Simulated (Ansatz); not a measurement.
TaSiPt in space group Pnma (No. 62; Ta on 4c, Si on 4c, Pt on 4c), plane-wave PAW r²SCAN (Ansatz code), all energies at zero smearing, with the estimated change up to a 700 eV cutoff added, with one set of potentials and settings (totals compare only within such a set). Cell of 12 atoms (4 Ta, 4 Si, 4 Pt): -92489.778 eV.

| element | reference phase | E (eV/atom) |
|---|---|---|
| Ta | Im-3m, 1 atoms in the cell | -9944.3222 |
| Si | Fd-3m, 2 atoms in the cell | -639.0667 |
| Pt | Fm-3m, 1 atoms in the cell | -12536.7848 |

Formation energy per atom, worked out: (-92489.778 − 4×(-9944.3222) − 4×(-639.0667) − 4×(-12536.7848))/12 = -0.757 eV/atom (-73 kJ per mol of atoms), at 0 K, without zero-point energy or fitted corrections.

The workflow started from a Materials Project entry (that database holds measured and hypothetical structures alike); the Crystallography Open Database copy checked does not list it. Its standing as an ambient phase is unchecked. Symmetry was held in the r²SCAN relaxation; its stability against distortions is not shown here. No spin polarisation was allowed. The references are the lowest solids computed at this level, not always the standard phases. Spin–orbit coupling is left out wherever it is not named.

Potentials: the later of the program's two PAW sets.
